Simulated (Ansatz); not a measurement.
# Energy against total moment in Ni

The cell (1 atom) is Ni as a measured crystal structure (space group Fm-3m). Source: COD entry 9013002; the sample's temperature and pressure aren't taken into account, and it need not be the stable phase.

```
Ni
1.0
     0.00000    1.77240    1.77240
     1.77240    0.00000    1.77240
     1.77240    1.77240    0.00000
Ni
1
Cartesian
  0.0000 0.0000 0.0000
```

Numbers behind element symbols give the atom's place in this list.

Level of theory: Ansatz development build ahead of 0.2.0, DFT, PBE, PAW, plane waves, scalar-relativistic.

```
Plane-wave cutoff : 420 eV
k-point mesh      : 15×15×15 (Γ-centred)
Occupations       : Fermi–Dirac smearing, 0.05 eV
```

Moments by site are taken inside atomic spheres; the rest lies between them.

A small moment in a metal is sensitive to the mesh and the smearing.

The total moment of the cell is held fixed (separate Fermi levels for the two spins), shared at the start among the Ni atoms with one sign; no search for lower states follows. Energies are free energies per cell above the lowest run, the runs with a free moment included. Each row is one local solution, which need not be the lowest state at that M. The run at M = 0 starts without moments and gives the spin-unpolarised solution. The cell holds one magnetic atom, so only parallel order fits; orders in a larger cell may lie lower.

The run at M = 0.97 μB took 1.5 s on 2 threads of Intel(R) Xeon(R) Platinum 8375C CPU @ 2.90GHz, with other jobs on the host, peak memory 0.34 GiB.

| fixed M (μB/cell) | F − F(lowest) (meV/cell) | moments of Ni1 (μB) |
| --- | --- | --- |
| 0.00 | 54 | 0.00 |
| 0.24 | 43 | 0.26 |
| 0.49 | 14 | 0.53 |
| 0.73 | 5 | 0.77 |
| 0.97 | 70 | 0.99 |
| 1.22 | ? | ? |
| 1.46 | 521 | 1.39 |
| 1.70 | ? | ? |
| 1.94 | 1492 | 1.76 |

Q: Fill in the row for M = 1.22 μB.

A: 240 meV; moments Ni1 1.20 μB.

Q: Fill in the row for M = 1.70 μB.

A: 921 meV; moments Ni1 1.58 μB.

Q: Where do runs with a free total moment end?

A: “usual moment, free total moment [Ni1 2.00 μB]” ends at 0.66 μB, 0 meV; “usual moment scaled by 0.1, free total moment [Ni1 0.20 μB]” ends at 0.66 μB, 0 meV.
